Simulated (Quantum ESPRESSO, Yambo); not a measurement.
**G0W0 results for BeTe**

```cif
data_Be4Te4
_chemical_formula_sum 'Be4 Te4'
_space_group_name_H-M_alt 'F-43m'
_space_group_IT_number 216
_space_group_name_Hall 'F -4 2 3'
_cell_length_a 5.60676
_cell_length_b 5.60676
_cell_length_c 5.60676
_cell_angle_alpha 90.000
_cell_angle_beta 90.000
_cell_angle_gamma 90.000
loop_
_atom_site_label
_atom_site_type_symbol
_atom_site_symmetry_multiplicity
_atom_site_Wyckoff_symbol
_atom_site_fract_x
_atom_site_fract_y
_atom_site_fract_z
_atom_site_occupancy
Be1 Be 4 a 0.00000 0.00000 0.00000 1
Te1 Te 4 d 0.75000 0.75000 0.75000 1
```
(The calculation used a cell of 2 atoms; values per cell refer to that cell.)

Cell and atoms were relaxed with PBEsol from Materials Project entry mp-252, within its symmetry.

Starting point: norm-conserving PBE (stringent potentials; Quantum ESPRESSO, 107 Ry, scalar-relativistic). G0W0 in Yambo: 4×4×4 Γ-centred k mesh, bands 6 to 200 and a 15 Ry block in the screening, 200 bands in G with the Bruneval-Gonze terminator, plasmon pole fitted at 27.2 eV.

```json
{
 "PBE gap along the band path": "1.96 eV",
 "PBE gap between the mesh's edge points (Γ → X)": "1.96 eV",
 "G0W0 gap between the same points": "2.83 eV",
 "PBE smallest direct gap on the mesh (at Γ)": "3.62 eV",
 "G0W0 direct gap at that point": "4.74 eV"
}
```

```csv
k point,band,E PBE (eV),E QP (eV),shift (eV),Z
Γ,VB,0.00,-0.87,-0.87,0.81
Γ,CB,3.62,3.87,0.25,0.80
L,VB,-1.15,-2.07,-0.92,0.80
L,CB,3.13,3.34,0.21,0.81
X,VB,-2.69,-3.70,-1.01,0.79
X,CB,1.96,1.96,0.01,0.82
W,VB,-3.26,-4.27,-1.01,0.79
W,CB,5.31,5.33,0.01,0.81
```

Energies count from the PBE valence-band maximum.

Nearest settings tried, and what they do to the gap: 107 bands in G: +5 meV; 107 bands in W, 107 bands in G: -42 meV; 9 Ry block (169 vectors against 307): -30 meV. Not varied: mesh. So the settings aren't converged at that level.

Without spin-orbit coupling, band edges of such heavy elements can be off by tenths of an eV.
